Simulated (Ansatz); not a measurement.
Thermal properties of Re2Cl3 from its phonons

Computed with DFT PBE, scalar-relativistic, plane waves, PAW (Ansatz 0.2.0). Plane waves to 420 eV; Γ-centred k mesh 6×6×8; Gaussian smearing of 0.10 eV. No spin polarisation. Phonons by linear response, acoustic sum rule imposed.

The cell, relaxed at this level:
```
Re Cl
1.0
     4.76557    0.00000    0.00000
    -2.38278    4.12710    0.00000
     0.00000    0.00000    4.65657
Re Cl
2 3
Direct
  0.33333 0.66667 0.00000
  0.66667 0.33333 0.00000
  0.00000 0.00000 0.00000
  0.33333 0.66667 0.50000
  0.66667 0.33333 0.50000
```

The cell was found from a structure generator's guess, not taken from experiment. In a metal, frequencies and elastic constants depend on the k mesh and the smearing, soft modes and shear constants most. Some empty bands missed the eigensolver's threshold. Spin–orbit coupling is left out, which matters for heavy elements. The q mesh is coarse, so values between its points are rough.

Force constants from linear response on a 2×2×2 q mesh, interpolated to a fine mesh.

Phonon density of states, in bins of 10 cm⁻¹:
(bin centre (cm⁻¹), share of modes (%)): (5, 0.0), (15, 0.2), (25, 0.5), (35, 1.3), (45, 2.1), (55, 9.1), (65, 2.2), (75, 2.4), (85, 7.6), (95, 7.4), (105, 6.7), (115, 4.8), (125, 4.3), (135, 4.9), (145, 6.1), (155, 7.8), (165, 5.9), (175, 0.2), (185, 0.3), (195, 1.0), (205, 1.5), (215, 1.6), (225, 1.4), (235, 3.0), (245, 3.9), (255, 0.7), (265, 0.0), (275, 0.0), (285, 0.0), (295, 0.3), (305, 1.2), (315, 2.0), (325, 1.2), (335, 1.0), (345, 1.0), (355, 1.0), (365, 1.1), (375, 1.4), (385, 1.7), (395, 1.3), (405, 0.0)

Problem. How much zero-point energy does an atom carry?

Solution. 28.9 meV.

Problem. How large are the vibrational entropy and heat capacity at 300 K?

Solution. S = 4.49 k_B and C_V = 2.83 k_B per atom, 94 % of the Dulong–Petit value.

Problem. Tabulate them against temperature.

Solution.
```tsv
T (K)	F_vib (meV/atom)	S (k_B/atom)	C_V (k_B/atom)
100	23.0	1.73	2.03
200	0.5	3.37	2.65
300	-33.7	4.49	2.83
400	-76.0	5.31	2.90
500	-124.7	5.96	2.93
600	-178.4	6.50	2.95
700	-236.4	6.95	2.97
800	-298.1	7.35	2.97
900	-363.0	7.70	2.98
1000	-430.7	8.02	2.98
```
